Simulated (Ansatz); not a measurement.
A plane-wave DFT run in Ansatz 0.2.0 (scalar-relativistic PAW potentials unless the input names others): input and command.

```yaml
crystal:
  lattice:
    - [-1.4288596863, -2.4748575736, 0.0]
    - [1.4288596863, -2.4748575736, 0.0]
    - [0.0, 0.0, 17.8998548397]
  atoms:
    - { symbol: Co, position: [1.0, 1.0, 0.5] }
    - { symbol: Co, position: [0.3333333333, 0.3333333333, 0.8333333333] }
    - { symbol: Co, position: [0.6666666667, 0.6666666667, 0.1666666667] }
    - { symbol: Pt, position: [0.0, 1.0, 0.0] }
    - { symbol: Pt, position: [0.3333333333, 0.3333333333, 0.3333333333] }
    - { symbol: Pt, position: [0.6666666667, 0.6666666667, 0.6666666667] }
    - { symbol: O, position: [1.0, 1.0, 0.8880260229] }
    - { symbol: O, position: [0.3333333333, 0.3333333333, 0.2213593562] }
    - { symbol: O, position: [0.6666666667, 0.6666666667, 0.5546926896] }
    - { symbol: O, position: [1.0, 1.0, 0.1119739771] }
    - { symbol: O, position: [0.3333333333, 0.3333333333, 0.4453073104] }
    - { symbol: O, position: [0.6666666667, 0.6666666667, 0.7786406438] }
basis:
  ecutwfc: 420
kpoints:
  mp_grid: { grid: [19, 19, 3] }
hamiltonian:
  xc: pbe
  hubbard: { sites: [{ species: Co, l: d, u_eff: 3.32 }] }
scf:
  occupations: { method: fermi_dirac, width: 0.3 }
  n_extra_bands: 0
  max_iter: 75
output:
  forces: true
  eigenvalues: true
  stress: true
```

```bash
ansatz run input.yaml --threads 2 --pin off --max-ram 5120MiB --backend cpu --events-out ev --progress --plain --runs-dir out
```

Task: What will the program do with this input?

Result: The program refuses it, because of too few bands (scf.n_extra_bands: not typed → 0). Also changed, but not at fault: scf.occupations: {"method": "gaussian", "width": 0.15} → {"method": "fermi_dirac", "width": 0.3}. With the sound run's settings it is accepted.

Abridged log:
```
Error: inconsistent input (scf.n_extra_bands, scf.occupations.method): n_bands = 71 leaves no empty band above the 71 bands per channel that the deck's 141 electrons occupy, and the occupations search for the Fermi level (a smearing at a finite width, or tetrahedra): a level found among occupied bands alone can fill a metal as an insulator; raise scf.n_extra_bands until at least 72 bands are solved (omitted, it auto-derives to 90) (see scf.n_extra_bands in the input reference)
```